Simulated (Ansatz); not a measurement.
Au (fcc, Cu type)

```yaml
crystal:
  lattice:
    - [4.12408, 0.00000, 0.00000]
    - [0.00000, 4.12408, 0.00000]
    - [0.00000, 0.00000, 4.12408]
  atoms:
    - { symbol: Au, position: [0.00000, 0.00000, 0.00000] }
    - { symbol: Au, position: [0.50000, 0.50000, 0.00000] }
    - { symbol: Au, position: [0.50000, 0.00000, 0.50000] }
    - { symbol: Au, position: [0.00000, 0.50000, 0.50000] }
```

In this cell atom 3 (Au, nearest neighbour Au at 2.916 Å; its periodic images, 4.1 Å or more away, move with it) is moved by s along Cartesian z, unit vector (0.000, 0.000, 1.000); all other atoms and the cell stay fixed.

Calculation: r2SCAN (plane waves to 500 eV, PAW, scalar-relativistic; Ansatz, a quantum-chemistry and plane-wave program). k mesh 9×9×9 (Γ-centred), Fermi-Dirac smearing 0.05 eV. The energy includes the smearing's −TS. With partly filled bands, energies and forces of such displacements shift with the k mesh and the smearing. On this mesh the relaxed cell isn't quite at rest: it carries a pressure of -0.1 GPa (compression positive) at the zero of the scan. Au was relaxed with its symmetry unable to fall. Spin-orbit coupling is left out, though Au is heavy. ΔE is measured from the undisplaced structure. The last digit holds for this mesh only.

```json
[
 {"s (Å)": "-0.290", "ΔE (meV/cell)": "253.2"},
 {"s (Å)": "-0.232", "ΔE (meV/cell)": "158.6"},
 {"s (Å)": "-0.174", "ΔE (meV/cell)": "87.7"},
 {"s (Å)": "-0.116", "ΔE (meV/cell)": "38.5"},
 {"s (Å)": "-0.058", "ΔE (meV/cell)": "9.5"},
 {"s (Å)": "0.000", "ΔE (meV/cell)": "0.0"},
 {"s (Å)": "0.058", "ΔE (meV/cell)": "9.5"},
 {"s (Å)": "0.116", "ΔE (meV/cell)": "38.5"},
 {"s (Å)": "0.174", "ΔE (meV/cell)": "87.7"},
 {"s (Å)": "0.232", "ΔE (meV/cell)": "158.6"},
 {"s (Å)": "0.290", "ΔE (meV/cell)": "253.2"}
]
```

Q: What force constant k = d²E/ds² at s = 0 does the table give?

A: 5.7 eV/Å². It is the second difference of the nearest points, corrected with the next pair.

Q: With k = 5.66 eV/Å² from the forces, is the well harmonic out to s = 0.290 Å?

A: ½ks² = 238 meV/cell against the computed 253 meV/cell, so the well is stiffer than harmonic there.

(A displaced cell: forces are minus the slopes of the energy, force constants its curvatures, and phonons follow from these.)
